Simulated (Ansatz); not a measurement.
**LaPt$_{3}$: levels along high-symmetry lines**

```
La Pt
1.0
     4.21443    0.00000    0.00000
     0.00000    4.21443    0.00000
     0.00000    0.00000    4.21443
La Pt
1 3
Direct
  0.00000 0.00000 0.00000
  0.00000 0.50000 0.50000
  0.50000 0.50000 0.00000
  0.50000 0.00000 0.50000
```

Atom numbers follow the list: La1, Pt2, Pt3, Pt4.

Conventional cell: a = 4.214 Å, b = 4.214 Å, c = 4.214 Å, α = 90.00°, β = 90.00°, γ = 90.00°. La (atom 1) is surrounded by 12 Pt at 2.98 Å. Around Pt (atom 2) lie 4 La at 2.98 Å and 8 Pt at 2.98 Å.

Structure from Materials Project entry mp-11487 (possibly hypothetical), not relaxed further.

Spin polarisation is left out, and whether a magnetic state lies lower isn't shown here.

Spin–orbit coupling is left out, though it moves levels of the heavy atoms by tenths of an eV or more.

These are results of DFT, LDA, all-electron LAPW, scalar-relativistic (Ansatz 0.2.0), not measurements.

Numerical set-up: a Γ-centred 10×10×10 k mesh, Fermi–Dirac smearing of 0.08 eV, basis error target 1 meV/atom, no spin polarisation.

Points in fractions of the reciprocal vectors of this cell: Γ (0, 0, 0), X (0, 0.5, 0), M (0.5, 0.5, 0), R (0.5, 0.5, 0.5). The path joins them by straight lines in the order Γ–X–M–Γ–R–X–R–M; legs that retrace an earlier one aren't tabulated. Energies are in eV from the Fermi level.

**Question.** Is there a gap?

**Answer.** none: with an odd electron count and no spin polarisation the bands can't all be full, a metal in this set-up (spin order or a larger cell could open a gap).

**Question.** List the levels between -8 and 6 eV at the symmetry points.

**Answer.** 
Γ: -7.29, -5.36 (×2), -4.77 (×3), -4.56, -2.43 (×3), -0.98 (×2), -0.23, 0.21 (×3), 2.67 (×3), 3.39 (×3), 3.69 (×3), 4.87 (×3)
X: -5.11, -4.34, -4.14, -3.91, -3.70, -3.31, -2.97 (×2), -2.84 (×2), -1.97, -1.88, -1.79, -1.68 (×2), -0.82, 0.21, 2.21 (×2), 3.23, 3.37, 3.75 (×2), 3.92, 3.96, 4.04 (×2), 5.22
M: -4.25, -4.06 (×2), -3.65, -2.97 (×2), -2.86, -2.77, -2.56 (×2), -2.24, -2.14, -1.84 (×2), -1.79, -1.37, -0.72, 1.65 (×2), 3.34 (×2), 3.83 (×2), 3.92 (×2), 3.95, 3.96, 4.26, 5.17
R: -5.65 (×3), -3.99, -3.06 (×3), -2.38 (×3), -2.02 (×2), -0.29, -0.15 (×3), 2.26 (×3), 2.66 (×3), 3.72 (×3), 4.04 (×3), 4.07
